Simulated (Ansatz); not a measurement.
## AlCo, first-principles data

AlCo:
```xyz
4
Lattice="0.0000 2.9114 2.9114 2.9114 0.0000 2.9114 2.9114 2.9114 0.0000" Properties=species:S:1:pos:R:3 pbc="T T T"
Al     1.4557     1.4557     1.4557
Al     0.0000     0.0000     0.0000
Co     2.9114     2.9114     2.9114
Co     4.3672     4.3672     4.3672
```
The run is spin-polarised; directions of the spins, atom by atom: 0 0 ↑ ↑.

Space group Fd-3m (No. 227); conventional cell a = b = c = 5.8229 Å, α = β = γ = 90.00°.

Method: PBE in the plane-wave PAW code Ansatz. Structure relaxed to zero pressure with the same functional. Other levels are named where they apply.

**Cell and energy**

- Volume per atom: 12.34 Å³
- Density: 5.78 g/cm³
- Formation energy from the elements (no fitted shifts): -0.16 eV/atom

**Electronic structure**

- Electronic character = metallic (no gap)
- Density of states at the Fermi level = 1.2 states/eV per atom (mean over ±0.08 eV)

**Magnetism**

Magnetic order: ferromagnetic
Net moment: 0.49 μB per atom

**Mechanics**

Bulk modulus (Birch–Murnaghan fit): 149 GPa
Pressure derivative B′: 4.4

A made-up cell: these elements were put on the sites of a structure type; neither database checked (COD, Materials Project) lists it. Its standing as an ambient phase is unchecked. The PBE relaxation kept the symmetry of its start; whether a distortion lowers the energy is not shown. Magnetic state: ferromagnetic, chosen from 4 collinear starts compared on coarse meshes (ties went to the first, and starts can fall back to one state), not a proven ground state. The references are the lowest solids computed at this level, not always the standard phases.

Potentials: the later of the program's two PAW sets.
